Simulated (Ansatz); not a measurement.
Relaxed candidate structures of ZrRh:

A. P6₃/mmc (No. 194), hP4, NiAs type; a = 4.0047 Å, b = 4.0047 Å, c = 5.4823 Å, α = 90.00°, β = 90.00°, γ = 120.00°; Rh 2a (0.000, 0.000, 0.000); Zr 2d (0.667, 0.333, 0.250)

B. P3₂12 (No. 153), hP6; a = b = 6.635 Å, c = 2.996 Å, α = β = 90.00°, γ = 120.00°; Rh 3a (0.243, 0.122, 0.000); Zr 3a (0.024, 0.512, 0.000)

C. P4/mmm (No. 123), tP2; a = b = 3.270 Å, c = 3.221 Å, α = β = γ = 90.00°; close to Pm-3m at 0.1 Å; Rh 1b (0.000, 0.000, 0.500); Zr 1c (0.500, 0.500, 0.000)

D. Fm-3m (No. 225), cF8, rock salt type; a = 5.317 Å, b = 5.317 Å, c = 5.317 Å, α = 90.00°, β = 90.00°, γ = 90.00°; Rh 4b (0.500, 0.500, 0.500); Zr 4a (0.000, 0.000, 0.000)

Rank these by energy per atom (lowest first), as PBEsol (plane waves to 420 eV, PAW, scalar-relativistic; Ansatz, a quantum-chemistry and plane-wave program) gives it.

C (reference), A (+0.11 eV/atom), D (+0.29 eV/atom), B (+0.54 eV/atom)

The lowest structure calculated, Pnma, oP8, is not among these; it lies 0.06 eV/atom below the lowest of them. Each run could gain symmetry but not lose that of its start, so entries can be saddle points. All of these are generated cells (placed on structure types, drawn at random, substituted or restacked) that were not matched to a known phase here. Static energies at zero pressure. The runs use different k-meshes, so differences are rounded accordingly. No spin polarisation in the result.
